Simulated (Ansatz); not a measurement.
This cell of SiC (6H type, space group P6_3mc) is off equilibrium:

```
SiC
1.0
    3.04152     0.00000     0.00000
   -1.52076     2.63404     0.00000
    0.00000     0.00000    14.92340
Si C
6 6
Direct
  0.00000   0.00000   0.99981
  0.00000   0.00000   0.49981
  0.66667   0.33333   0.83311
  0.33333   0.66667   0.33311
  0.66667   0.33333   0.16661
  0.33333   0.66667   0.66661
  0.00000   0.00000   0.87447
  0.00000   0.00000   0.37447
  0.66667   0.33333   0.70811
  0.33333   0.66667   0.20811
  0.66667   0.33333   0.04161
  0.33333   0.66667   0.54161
```

The numbers are results of PBEsol (plane waves to 420 eV, PAW, scalar-relativistic; Ansatz, an electronic-structure program), not measurements. k mesh 10×10×2 (Γ-centred), Fermi-Dirac smearing 0.05 eV. E stands for the smeared free energy. Stress and pressure are positive under compression. SiC was relaxed with its symmetry unable to fall.

### Question
What is the stress tensor (GPa)?

### Answer
```
    8.8      0.0      0.0
    0.0      8.8      0.0
    0.0      0.0      8.7
```
The pressure, a third of the trace, is 8.7 GPa.

### Question
It is the relaxed cell scaled evenly to V/V₀ = 0.964, atoms relaxed where free. What is its energy relative to the relaxed cell?

### Answer
9.8 meV/atom.

(A scan under strain: stresses follow from slopes of the energy per volume, elastic moduli from its curvatures.)
